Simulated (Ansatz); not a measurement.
# Cold compression of InSb (zincblende type)

```xyz
2
Lattice="0.0000 3.3183 3.3183 3.3183 0.0000 3.3183 3.3183 3.3183 0.0000" Properties=species:S:1:pos:R:3 pbc="T T T"
In    0.0000    0.0000    0.0000
Sb    1.6592    1.6592    1.6592
```

The cell comes from a relaxation on PAW files under the same functional, begun from a prototype that needn't be the stable phase.

Its volume is scaled at fixed shape and fractional positions.

Level of theory: DFT with PBE, scalar-relativistic, in Ansatz 0.2.0; a Γ-centred 11×11×11 k mesh, Fermi–Dirac smearing of 0.1 eV, no spin polarisation. LAPW: all electrons, basis error target 1 meV/atom; PAW: frozen-core files, cutoff 420 eV; crystal datasets: all electrons, by PAW datasets that the program makes for each cell; norm-conserving: pseudopotentials, cutoff 1088 eV; PAW (core large): files with a larger core, cutoff 420 eV.

Energies are extrapolated to zero smearing and count from the unscaled cell; pressure is positive in compression; gaps take the mesh and a band path. No temperature or zero-point motion is included.

Spin–orbit coupling is left out, which matters for the heavy atoms.

```tsv
V/V0	V (Å³/atom)	P LAPW (GPa)	ΔE LAPW (eV/atom)	P PAW − LAPW (GPa)	ΔE PAW − LAPW (meV/atom)	gap (eV)
1.00	36.54	-0.01	0.000	-0.01	0.0	0.00
0.94	34.35	2.62	0.017	-0.01	-0.1	0.00
0.88	32.15	6.37	0.076	-0.01	-0.1	0.13
0.80	29.23	13.99	0.256	-0.01	-0.2	–
0.72	26.31	26.5	0.616	-0.01	-0.4	–
0.64	23.39	?	?	?	?	?
0.55	20.10	90.2	2.639	0.00	-0.4	0.00
```

(1) Fit the Vinet equation to the LAPW pressures shown (residuals weighted by 1/(|P| + 0.03·Pmax)), and predict the pressure of the withheld row.

(2) At the smallest volume, how far do crystal datasets and norm-conserving and PAW (core large) lie from LAPW in pressure?

(3) How do the Löwdin populations by LAPW change from the unscaled cell to the last row?

Answers

(1) The fit gives V0 = 36.54 Å³/atom, B0 = 35.9 GPa and B0′ = 5.18. At 23.39 Å³/atom, x = (V/V0)^(1/3) = 0.8618, and P = 3·B0·(1 − x)/x²·exp[1.5·(B0′ − 1)·(1 − x)] = 47.6 GPa. The run itself gave 47.4 GPa (+0.5 % off) and ΔE = 1.273 eV/atom.

(2) crystal datasets: 0.00 GPa; norm-conserving: +0.42 GPa; PAW (core large): 0.00 GPa, on a LAPW pressure of 90.2 GPa.

(3) In 5s 1.21 → 0.93, In 5p 1.84 → 2.31, In 4d 9.99 → 9.95, Sb 5s 1.53 → 1.22, Sb 5p 3.44 → 3.68 electrons an atom. These are projections on the shells that the free atoms fill; 0.04 e a cell lies outside them at the start and 0.05 e at the end.
